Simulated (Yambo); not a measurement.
## How GW settings move the gap: La₂GeI₂

G0W0@PBEsol for La2GeI2 (space group P-3m1, No. 164) in Yambo. Reference settings: 3×3×1 Γ-centred k mesh, 370 bands and a 8 Ry block in the screening, 370 bands in G with the Bruneval-Gonze terminator, plasmon pole fitted at 27.2 eV. The PBEsol gap Γ → (0, 0.333, 0) on this mesh is 0.56 eV; G0W0 gaps are taken between the same points.

| change from the reference | G0W0 gap Γ → (0, 0.333, 0) (eV) | shift of the valence edge (eV) | rough Yambo cost |
|---|---|---|---|
| reference settings | 0.90 | -0.38 | 1 |
| 127 bands in W, 127 bands in G | 0.86 | -0.11 | about 1/3 |
| 232 bands in W, 232 bands in G | 0.89 | -0.30 | within a factor of two |
| 127 bands in G | 0.90 | -0.33 | – |
| 232 bands in G | 0.90 | -0.37 | – |
| 162 bands in W | 0.87 | -0.22 | within a factor of two |
| 2 Ry block | 0.67 | 0.14 | within a factor of two |
| 3 Ry block | 0.72 | -0.07 | within a factor of two |
| 7 Ry block | 0.89 | -0.37 | within a factor of two |
| pole fitted at 15 eV | 0.88 | -0.25 | – |
| no random integration | 0.88 | -0.21 | – |
| 127 bands in G, no terminator | 0.81 | 0.09 | – |
| 232 bands in G, no terminator | 0.85 | -0.18 | – |
| no terminator | 0.87 | -0.29 | – |

The reference isn't shown to be the converged limit. Costs are rough (shared machines), scaled to the same edge states, and given only for runs that recompute the screening. The mesh misses a band edge: along a dense path the PBEsol gap is 0.23 eV against 0.56 eV on the mesh.

Spin-orbit coupling is left out, which matters for elements this heavy: edges can move by tenths of an eV. The 4f states are in the valence at their DFT position. So small a PBEsol gap in heavy elements may be inverted, where one-shot corrections to single bands mislead.

The standard potential for Ge keeps a d shell in the valence without the s and p states of that shell. In tests on such compounds this moved G0W0 gaps by up to about 0.9 eV, so absolute quasiparticle energies here are unreliable; differences between settings are what counts.

Geometry relaxed with PBE+D3(BJ); primitive cell a = b = 4.4423 Å, c = 10.7465 Å, α = β = 90.00°, γ = 120.00°.

A shift is the quasiparticle energy of the state minus its PBEsol energy.
